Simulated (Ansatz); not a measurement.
NbC:
```yaml
crystal:
  lattice:
    - [3.09447, 0.00000, 0.00000]
    - [-1.54724, 2.67989, 0.00000]
    - [0.00000, 0.00000, 5.29982]
  atoms:
    - { symbol: Nb, position: [0.66667, 0.33333, 0.75000] }
    - { symbol: Nb, position: [0.33333, 0.66667, 0.25000] }
    - { symbol: C, position: [0.00000, 0.00000, 0.00000] }
    - { symbol: C, position: [0.00000, 0.00000, 0.50000] }
```

This is the PBEsol-relaxed structure. Tensor components refer to the Cartesian frame of this cell.

### Question
All from DFT-PBEsol in the program Ansatz with PAW potentials, unless another level is named. Predict the bulk modulus (Birch–Murnaghan fit).

### Answer
315 GPa.

### Question
What about the elastic constants (relaxed ions, GPa)?

### Answer
C11 = 555, C12 = 178, C13 = 203, C33 = 557, C44 = 100.

Space group P6_3/mmc (NiAs type). The first step of the workflow began from a Materials Project structure, measured or hypothetical; the Crystallography Open Database copy checked does not list it. It is not the phase usual at ambient conditions (space group No. 225). The cell was relaxed with PBEsol under the symmetry of its start; whether a distortion lowers the energy is not shown. The run is not spin-polarised. As this level gives no gap, shear constants depend on the k-mesh and smearing (Fermi–Dirac, 0.1 eV here).

Potentials: the later of the program's two PAW sets.
